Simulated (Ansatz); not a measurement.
## Stress against strain in Pb

```xyz
2
Lattice="0.0000 3.4390 3.4390 3.4390 0.0000 3.4390 3.4390 3.4390 0.0000" Properties=species:S:1:pos:R:3 pbc="T T T"
Pb    0.0000    0.0000    0.0000
Pb    1.7195    1.7195    1.7195
```

Atom numbers follow the list: Pb1, Pb2.

Structure from Materials Project entry mp-1247117 (possibly hypothetical), not relaxed further.

Spin–orbit coupling is left out, though it moves levels of the heavy atoms by tenths of an eV or more.

Computed with Ansatz 0.2.0, DFT, LDA, all-electron LAPW, scalar-relativistic.

The runs use a Γ-centred 8×8×8 k mesh, Fermi–Dirac smearing of 0.05 eV, basis error target 0.25 meV/atom, no spin polarisation.

The strain is applied along the Cartesian axes of the cell as listed (the other components stay zero). Fractional coordinates are held (clamped ions).

σ is the change of stress from the unstrained cell, which is at -0.74 GPa; tension is positive, so slopes are stress–strain coefficients at that pressure. In a metal the k mesh adds noise.

Only quantities that a quadratic follows smoothly over the whole series are listed; rougher ones are left out.

```tsv
εxx = εyy	σzz (GPa)	σxx (GPa)
-0.0300	-1.92	-2.23
-0.0200	-1.21	-1.41
0.0000	0.00	0.00
0.0100	0.49	0.61
0.0200	0.92	1.18
0.0300	1.28	1.69
```

Question: Fit the series and read off the stiffness at zero strain.

Answer: Least-squares fits y = p0 + p1 x + p2 x² to the rows give σzz (GPa): p1 = 53.3, p2 = -350; σxx (GPa): p1 = 65.1, p2 = -300. So 2 C12 = 53 GPa and C11 + C12 = 65 GPa.

Question: One run, at εxx = εyy = -0.0100, is withheld. Predict its row.

Answer: The fits give -0.57, -0.68; the run gave -0.57, -0.67.
